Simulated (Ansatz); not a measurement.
Ga2Cu (space group P4/mmm)

```
Ga2Cu
1.0
    5.54212     0.00000     0.00000
    2.77106     2.77106     0.00000
    0.00000     0.00000     5.66530
Ga Cu
4 2
Direct
  0.00000   0.50000   0.28331
  0.50000   0.50000   0.28331
  0.00000   0.50000   0.71669
  0.50000   0.50000   0.71669
  0.00000   0.00000   0.00000
  0.50000   0.00000   0.00000
```

A phonon eigenvector at M = (0.5, 0.5, 0.0) is frozen into this cell: atom i moves by Q times the vector below, so Q is the largest atomic displacement, in Å. The cell is held. (q is in reciprocal vectors of the primitive cell; the cell shown is doubled to hold the pattern.)

```json
[
 {"atom": "Ga1", "x": "0.000", "y": "0.000", "z": "-1.000"},
 {"atom": "Ga2", "x": "0.000", "y": "0.000", "z": "1.000"},
 {"atom": "Ga3", "x": "0.000", "y": "0.000", "z": "1.000"},
 {"atom": "Ga4", "x": "0.000", "y": "0.000", "z": "-1.000"}
]
```

Atoms not listed stay in place.

All values below come from LDA (plane waves to 420 eV, PAW, scalar-relativistic; Ansatz, an electronic-structure program). k mesh 17×17×8 (Γ-centred), Fermi-Dirac smearing 0.05 eV. The energy includes the smearing's −TS. With partly filled bands, energies and forces of such displacements shift with the k mesh and the smearing. Ga2Cu is run without spin polarisation. Ga2Cu was relaxed with its symmetry unable to fall. The zero of ΔE is the undisplaced structure.

| Q (Å) | ΔE (meV/cell) |
|---|---|
| -0.100 | 262 |
| -0.067 | 113 |
| -0.033 | 28 |
| 0.000 | 0 |
| 0.033 | 28 |
| 0.067 | 113 |
| 0.100 | 262 |

Task: Which DFPT wavenumber at M = (0.5, 0.5, 0.0) belongs to this mode?
(A) 150 cm⁻¹
(B) 222 cm⁻¹
(C) 101 cm⁻¹

Result: B, 222 cm⁻¹. The curvature of the scan gives 220 cm⁻¹

(A displaced cell: forces are minus the slopes of the energy, force constants its curvatures, and phonons follow from these.)
